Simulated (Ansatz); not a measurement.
## VGe: computed property card

VGe in space group P-6m2 (No. 187; V on 1a, Ge on 1f), a = 2.8768 Å, b = 2.8768 Å, c = 3.9124 Å, α = 90.00°, β = 90.00°, γ = 120.00°.

Space group P-6m2 (No. 187); conventional cell a = b = 2.8768 Å, c = 3.9124 Å, α = β = 90.00°, γ = 120.00°.

Method: DFT-PBEsol in the program Ansatz with PAW potentials. Structure relaxed to zero pressure with the same functional. Other levels are named where they apply.

Cell and energy:

```
Item                                                           Value
-----------------------------------------------------  -------------
Volume per atom                                             14.02 Å³
Density                                                   7.32 g/cm³
Formation energy from the elements (no fitted shifts)  -0.22 eV/atom
```

Electronic structure:

```
Property                                                                    Result
------------------------------------  --------------------------------------------
Electronic character                                             metallic (no gap)
Density of states at the Fermi level  0.72 states/eV per atom (mean over ±0.08 eV)
```

Magnetism:

```
Property                                          Result
--------------  ----------------------------------------
Magnetic order  non-magnetic (starting moments vanished)
```

Mechanics:

```
Item                                  Value
----------------------------------  -------
Bulk modulus (Birch–Murnaghan fit)  161 GPa
Pressure derivative B′                  4.5
```

Phonons:

```
Quantity                                       Result
-----------------------------  ----------------------
Highest zone-centre frequency               356 cm^-1
Zone-centre stability          no imaginary mode at Γ
```

A made-up cell: these elements were put on the sites of a structure type; neither database checked (COD, Materials Project) lists it. Whether it is the stable phase at ambient conditions was not checked. The cell was relaxed with PBEsol under the symmetry of its start. The workflow began spin-polarised and lost its moments. The cell computed holds one magnetic atom, so no antiferromagnetic order was within reach. As this level gives no gap, phonon frequencies hold no LO–TO term and depend on the k-mesh and smearing (Fermi–Dirac, 0.1 eV here). The references are the lowest solids computed at this level, not always the standard phases. Spin–orbit coupling is left out wherever it is not named.

Potentials: the later of the program's two PAW sets.
